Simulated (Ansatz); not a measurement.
TiGe₂:
```
TiGe2
1.0
    0.00000     4.26670     4.35853
    2.50002     0.00000     4.35853
    2.50002     4.26670     0.00000
Ti Ge
2 4
Direct
  0.75000   0.75000   0.75000
  0.50000   0.50000   0.50000
  0.08085   0.41915   0.08085
  0.41915   0.08085   0.41915
  0.16915   0.83085   0.16915
  0.83085   0.16915   0.83085
```

Relaxed with PBEsol. Special points in fractions of this cell's reciprocal vectors: Γ (0.000, 0.000, 0.000); Y (0.500, 0.000, 0.500); T (1.000, 0.500, 0.500); Z (0.500, 0.500, 0.000); Σ0 (0.000, 0.418, 0.418); U0 (1.000, 0.582, 0.582); C0 (0.500, 0.246, 0.746); A0 (0.500, 0.754, 0.254); L (0.500, 0.500, 0.500).

### Question
List the band energies nearest the Fermi level at these points for PBEsol with spin–orbit coupling (plane waves, PAW; program Ansatz).

### Answer
In eV from the Fermi level; about four levels below and three above (degenerate sets whole), none deeper than 8.9 eV; points with the same levels are listed once.

| k | below | above |
|---|---|---|
| Γ | -1.51 -1.51 -0.87 -0.87 | 1.71 1.71 2.39 2.39 |
| Y | -0.82 -0.82 -0.82 -0.82 | 1.16 1.16 1.16 1.16 |
| T | -0.58 -0.58 -0.58 -0.58 | 1.01 1.01 1.01 1.01 |
| Z | -0.94 -0.94 -0.94 -0.94 | 0.93 0.93 0.93 0.93 |
| Σ0 | -0.55 -0.55 -0.19 -0.19 | 0.09 0.09 0.90 0.90 |
| C0 | -1.40 -1.40 -1.39 -1.39 | 0.99 0.99 1.02 1.02 |
| L | -1.11 -1.11 -0.06 -0.06 | 0.24 0.24 0.85 0.85 |

Space group Fddd. The first step of the workflow began from a Materials Project structure, measured or hypothetical; the Crystallography Open Database files this formula in space group No. 70, but the cells were not matched. Whether it is the stable phase at ambient conditions was not checked. Symmetry was held in the PBEsol relaxation; of distortions, only those at the zone centre were tested. No spin polarisation was allowed.

Potentials: the later of the program's two PAW sets.
